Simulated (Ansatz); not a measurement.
**Cd3SeS2: vibrational free energy, entropy and heat capacity**

All numbers below come from DFT PBE, scalar-relativistic, plane waves, PAW (Ansatz 0.2.0). Cutoff 420 eV, 6×6×4 k-points (Γ-centred), fixed occupations. No spin polarisation. Phonons by linear response, acoustic sum rule imposed.

The cell, relaxed at this level:
```cif
data_structure
_symmetry_space_group_name_H-M 'P3m1'
_symmetry_Int_Tables_number 156
_cell_length_a 4.2523
_cell_length_b 4.2523
_cell_length_c 10.4287
_cell_angle_alpha 90.000
_cell_angle_beta 90.000
_cell_angle_gamma 120.000
_cell_volume 163.31
loop_
_atom_site_label
_atom_site_type_symbol
_atom_site_symmetry_multiplicity
_atom_site_Wyckoff_symbol
_atom_site_fract_x
_atom_site_fract_y
_atom_site_fract_z
_atom_site_occupancy
Cd1 Cd 1 a 0.00000 0.00000 0.99097 1
Cd2 Cd 1 b 0.33333 0.66667 0.66662 1
Cd3 Cd 1 c 0.66667 0.33333 0.34291 1
Se1 Se 1 a 0.00000 0.00000 0.24783 1
S1 S 1 b 0.33333 0.66667 0.91303 1
S2 S 1 c 0.66667 0.33333 0.58865 1
```

It was reached by relaxing an invented guess, and it needn't be the stable form of this composition. The q mesh is coarse, so values between its points are rough. Modes under 40 cm⁻¹ are poorly fixed.

Force constants from linear response on a 2×2×1 q mesh, interpolated to a fine mesh.

Phonon density of states, in bins of 5 cm⁻¹:
| bin centre (cm⁻¹) | share of modes (%) |
| --- | --- |
| -2.5 | 0.0 |
| 2.5 | 0.0 |
| 7.5 | 0.1 |
| 12.5 | 0.2 |
| 17.5 | 0.5 |
| 22.5 | 0.8 |
| 27.5 | 1.6 |
| 32.5 | 2.9 |
| 37.5 | 3.8 |
| 42.5 | 4.1 |
| 47.5 | 3.4 |
| 52.5 | 4.6 |
| 57.5 | 3.1 |
| 62.5 | 2.3 |
| 67.5 | 2.6 |
| 72.5 | 2.7 |
| 77.5 | 1.3 |
| 82.5 | 1.0 |
| 87.5 | 0.4 |
| 92.5 | 0.5 |
| 97.5 | 0.7 |
| 102.5 | 0.9 |
| 107.5 | 1.1 |
| 112.5 | 1.8 |
| 117.5 | 3.6 |
| 122.5 | 3.2 |
| 127.5 | 2.0 |
| 132.5 | 0.9 |
| 137.5 | 0.2 |
| 142.5 | 0.0 |
| 147.5 | 0.0 |
| 152.5 | 0.0 |
| 157.5 | 0.0 |
| 162.5 | 0.0 |
| 167.5 | 0.8 |
| 172.5 | 7.4 |
| 177.5 | 3.4 |
| 182.5 | 4.5 |
| 187.5 | 0.5 |
| 192.5 | 0.0 |
| 197.5 | 0.0 |
| 202.5 | 0.0 |
| 207.5 | 0.0 |
| 212.5 | 0.3 |
| 217.5 | 0.7 |
| 222.5 | 1.3 |
| 227.5 | 2.5 |
| 232.5 | 3.2 |
| 237.5 | 3.4 |
| 242.5 | 4.8 |
| 247.5 | 2.2 |
| 252.5 | 3.9 |
| 257.5 | 4.6 |
| 262.5 | 1.7 |
| 267.5 | 3.9 |
| 272.5 | 0.8 |
| 277.5 | 0.1 |

**Question.** How much zero-point energy does an atom carry?

**Answer.** 27.3 meV.

**Question.** How large are the vibrational entropy and heat capacity at 300 K?

**Answer.** S = 4.80 k_B and C_V = 2.84 k_B per atom, 95 % of the Dulong–Petit value.

**Question.** Tabulate them against temperature.

**Answer.**
```
T (K)  F_vib (meV/atom)  S (k_B/atom)  C_V (k_B/atom)
  100              19.4          2.02            2.04
  200              -5.7          3.68            2.67
  300             -42.5          4.80            2.84
  400             -87.6          5.63            2.91
  500            -139.1          6.29            2.94
  600            -195.7          6.82            2.96
  700            -256.5          7.28            2.97
  800            -321.0          7.68            2.98
  900            -388.7          8.03            2.98
 1000            -459.3          8.34            2.98
```
